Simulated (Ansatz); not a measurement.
Method: DFT PBE, scalar-relativistic, plane waves, PAW, and for the lanthanide a 4f-in-core norm-conserving potential, in Ansatz. Settings: cutoff 690 eV, Γ-centred meshes spaced at most about 0.3 Å⁻¹, and about 0.25 Å⁻¹ or finer for metals (2π included), Gaussian smearing. No spin polarisation in the final relaxations.

All energies are static (0 K, no zero-point motion).

Compare these two cells of Sm2B2Rh, each relaxed at this level.

1.

```yaml
crystal:
  lattice:
    - [5.27406, 0.00000, 0.00000]
    - [0.00000, 5.27406, 0.00000]
    - [0.00000, 0.00000, 3.19369]
  atoms:
    - { symbol: Sm, position: [0.00000, 0.50000, 0.50000] }
    - { symbol: Sm, position: [0.50000, 0.00000, 0.50000] }
    - { symbol: B, position: [0.50000, 0.50000, 0.25078] }
    - { symbol: B, position: [0.50000, 0.50000, 0.74922] }
    - { symbol: Rh, position: [0.00000, 0.00000, 0.00000] }
```

2.

```yaml
crystal:
  lattice:
    - [3.68826, 0.00000, 0.00000]
    - [-1.84413, 3.19412, 0.00000]
    - [0.00000, 0.00000, 7.99902]
  atoms:
    - { symbol: Sm, position: [0.33333, 0.66667, 0.28218] }
    - { symbol: Sm, position: [0.66667, 0.33333, 0.71782] }
    - { symbol: B, position: [0.33333, 0.66667, 0.92487] }
    - { symbol: B, position: [0.66667, 0.33333, 0.07513] }
    - { symbol: Rh, position: [0.00000, 0.00000, 0.00000] }
```

Question: Which is lower in energy, and by how much?

Answer: Cell 2 is lower, by 44 meV/atom. Cell 1 has space group P4/mmm (No. 123), 17.8 Å³/atom and no gap on its mesh; cell 2 has space group P-3m1 (No. 164), 18.8 Å³/atom and no gap. Counting B atoms around Rh and Sm (those within 1.25 times the shortest such distance or 1.15 times the sum of covalent radii, 1.27 where that leaves under three; a plus sign parts nearer from farther groups; the shortest distance is added where it exceeds 1.18 times the sum of covalent radii), cell 1 has Sm 4, Rh 8+8 from 3.8 Å and cell 2 has Sm 4, Rh 6. Cell 1 holds B–B chains (shortest 1.59 Å); in cell 2 the shortest B–B distance is 2.45 Å. The lower one is the more open, so pressure narrows the difference. Both come from invented guesses.

Cells relaxed within their symmetry can be saddle points.

The lanthanide is trivalent by construction, without f bands, f moments or other valences.
